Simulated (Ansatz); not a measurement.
# Cu2Sb (P4/nmm): electronic heat capacity and spin susceptibility from the density of states

All numbers below come from DFT PBEsol, scalar-relativistic, plane waves, PAW (Ansatz 0.2.0).

Settings: cutoff 420 eV, Γ-centred mesh 10×10×6 on the computed 6-atom cell, Gaussian smearing of 0.10 eV; no spin polarisation.

Relaxed cell: P4/nmm, a = 3.957 Å, b = 3.957 Å, c = 6.043 Å, α = 90.00°, β = 90.00°, γ = 90.00°, 6 atoms in the primitive cell. Whether it is the stable form of this composition wasn't checked.

The density of states at the Fermi level is 1.771 states/eV in the cell of 6 atoms (2 formula units; both spins, tetrahedra on a 15×15×9 mesh).

Task: What Sommerfeld coefficient and Pauli susceptibility does this give?

Result: Per formula unit N(E_F) = 0.885 states/eV. γ = (π²/3) k_B² N(E_F) N_A = 2.357 mJ/(mol K²) per state/eV, so γ = 2.1 mJ/(mol K²), a mole of formula units. χ_P = μ_B² N(E_F) N_A = 3.23×10⁻⁵ emu/mol per state/eV gives 2.9×10⁻⁵ emu/mol. This is the bare band result: a measured γ of the same phase is as a rule larger by a factor 1 + λ from phonons and spin fluctuations, the spin part of χ is larger by the Stoner factor, and a measured χ also holds orbital and core terms. N(E_F) at one energy is sensitive to the mesh where the density of states has sharp peaks.

Spin-orbit coupling is left out, which matters for the bands of heavy elements.